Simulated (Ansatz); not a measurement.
SiO2 (rutile)

```
SiO2
1.0
    4.18520     0.00000     0.00000
    0.00000     4.18520     0.00000
    0.00000     0.00000     2.66883
Si O
2 4
Direct
  0.50000   0.50000   0.50000
  0.00000   0.00000   0.00000
  0.80610   0.80610   0.50000
  0.30610   0.69390   0.00000
  0.69390   0.30610   0.00000
  0.19390   0.19390   0.50000
```

The slice is a (010) plane (indices of the conventional cell) through the point (0.806, 0.806, 0.500) (fractional), spanned by u = [001] and v = [100] in vectors of this cell: u (2.67 Å) and v (4.19 Å, at 90° to u). It covers one period; positions are fractions (u, v).

Computed with r2SCAN (plane waves to 500 eV, PAW, scalar-relativistic; Ansatz, a first-principles code). k mesh 8×8×12. These are valence fields of a PAW run, semicore shells included where kept as valence: close to a nucleus they are smooth pseudo fields. SiO2 was relaxed with its symmetry unable to fall.

Q: Sketch the electron localisation function (ELF) on this plane as a map.

A: 
| v \ u | 0.00 | 0.11 | 0.22 | 0.33 | 0.44 | 0.56 | 0.67 | 0.78 | 0.89 |
|---|---|---|---|---|---|---|---|---|---|
| 0.86 | 0.84 | 0.81 | 0.64 | 0.22 | 0.04 | 0.04 | 0.22 | 0.64 | 0.81 |
| 0.71 | 0.19 | 0.11 | 0.08 | 0.21 | 0.44 | 0.44 | 0.21 | 0.08 | 0.11 |
| 0.57 | 0.05 | 0.17 | 0.59 | 0.80 | 0.85 | 0.85 | 0.80 | 0.59 | 0.17 |
| 0.43 | 0.03 | 0.09 | 0.47 | 0.77 | 0.84 | 0.84 | 0.77 | 0.47 | 0.09 |
| 0.29 | 0.11 | 0.09 | 0.11 | 0.33 | 0.66 | 0.66 | 0.33 | 0.11 | 0.09 |
| 0.14 | 0.80 | 0.82 | 0.78 | 0.56 | 0.18 | 0.18 | 0.56 | 0.78 | 0.82 |
| 0.00 | x | x | 0.81 | 0.68 | 0.19 | 0.19 | 0.68 | 0.81 | x |

Values: electron localisation function (ELF). Points within 0.4 Å of a nucleus are blanked (x), as the pseudised field means little there.
